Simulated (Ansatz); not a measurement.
As:
Space group Cmce (No. 64); a = 3.711 Å, b = 10.747 Å, c = 4.234 Å, α = 90.00°, β = 90.00°, γ = 90.00°

```
atom  site  symmetry       x       y       z
----  ----  --------  ------  ------  ------
As      8f       m..  0.0000  0.3873  0.4453
```
(The calculation used a cell of 4 atoms; values per cell refer to that cell.)

Relaxed at zero pressure with DFT-LDA in the program Ansatz with PAW potentials.

Q: The volume is raised by 3 % and shape and atoms relax at that volume. What pressure results, and how do the axes share the change?

A: -1.0 GPa; a -0.1 %, b 1.2 %, c 1.8 %; the energy rises by 2 meV/atom.

Q: Give the new structure.

A: 
Space group Cmce (No. 64); a = 3.709 Å, b = 10.881 Å, c = 4.311 Å, α = β = γ = 90.00°

```
atom  site  symmetry       x       y       z
----  ----  --------  ------  ------  ------
As      8f       m..  0.0000  0.3888  0.4423
```

The phase is kept; no other phase was compared at this pressure.

The workflow started from a Materials Project entry (that database holds measured and hypothetical structures alike); the Crystallography Open Database files this formula in space group No. 64, but the cells were not matched. It is not the phase usual at ambient conditions (space group No. 166). The LDA relaxation kept the symmetry of its start; its stability against distortions is not shown here. A crystal of weakly bound layers computed without a dispersion correction: the cell and the soft elastic constants depend strongly on that.

Potentials: the later of the program's two PAW sets.
